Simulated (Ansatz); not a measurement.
Task: Each is relaxed and computed with the program Ansatz at the PBE level (PAW). Which is the only metal?
(A) CoLi2Nb4O12, P1 (Pearson symbol aP19)
(B) BAs, P4_2/mnm (B on 4g, As on 4f)
(C) NbAs, P6/mmm (Nb on 3f, As on 1a, As on 2d)
(D) LiNbO3, R3c (Li on 6a, Nb on 6a, O on 18b)

Result: C, NbAs, P6/mmm (Nb on 3f, As on 1a, As on 2d). NbAs: metal; LiNbO3: gap 3.53 eV (indirect); BAs: gap 0.80 eV (indirect); CoLi2Nb4O12: gap 0.53 eV. Spin orders computed, not proven ground states: CoLi2Nb4O12, P1 (Pearson symbol aP19) ferromagnetic. Constructed cells (a structure type filled with these elements, in neither database checked): NbAs, P6/mmm (Nb on 3f, As on 1a, As on 2d). Typed or built starts, not in the databases checked: BAs, P4_2/mnm (B on 4g, As on 4f); CoLi2Nb4O12, P1 (Pearson symbol aP19). Not the usual ambient phase: BAs, P4_2/mnm (B on 4g, As on 4f). All cells were relaxed under the symmetry of their starts (and spin orders); stability against distortions was not tested throughout. Rows with no word on spin ran without spin polarisation. No Hubbard U is applied. Scalar-relativistic: spin–orbit coupling is off unless named, which matters more the heavier the elements.

Potentials: the later of the program's two PAW sets.
